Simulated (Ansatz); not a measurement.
Ta2BN:
Space group R-3m, hexagonal axes (No. 166); a = b = 3.186 Å, c = 15.716 Å, α = β = 90.00°, γ = 120.00°

| atom | site | symmetry | x | y | z |
|---|---|---|---|---|---|
| Ta | 6c | 3m | 0.0000 | 0.0000 | 0.2531 |
| N | 3b | -3m | 0.0000 | 0.0000 | 0.5000 |
| B | 3a | -3m | 0.0000 | 0.0000 | 0.0000 |
(The calculation used a cell of 4 atoms; values per cell refer to that cell.)

Relaxed at zero pressure with PBE in the plane-wave PAW code Ansatz.

Problem. The volume is lowered by 3 % and shape and atoms relax at that volume. What pressure results, and how do the axes share the change?

Solution. 9.1 GPa; a -1.0 %, b -1.0 %, c -1.1 %; the energy rises by 10 meV/atom.

Problem. Give the new structure.

Solution. 
Space group R-3m, hexagonal axes (No. 166); a = b = 3.155 Å, c = 15.548 Å, α = β = 90.00°, γ = 120.00°

| atom | site | symmetry | x | y | z |
|---|---|---|---|---|---|
| Ta | 6c | 3m | 0.0000 | 0.0000 | 0.2527 |
| N | 3b | -3m | 0.0000 | 0.0000 | 0.5000 |
| B | 3a | -3m | 0.0000 | 0.0000 | 0.0000 |

The phase is kept; no other phase was compared at this pressure.

The start of the workflow was typed in or built on a structure type; neither database checked (COD, Materials Project) lists it. Its standing as an ambient phase is unchecked. The cell was relaxed with PBE under the symmetry of its start; its stability against distortions is not shown here. No spin polarisation was allowed. Spin–orbit coupling is left out wherever it is not named.

Potentials: the earlier of the program's two PAW sets.
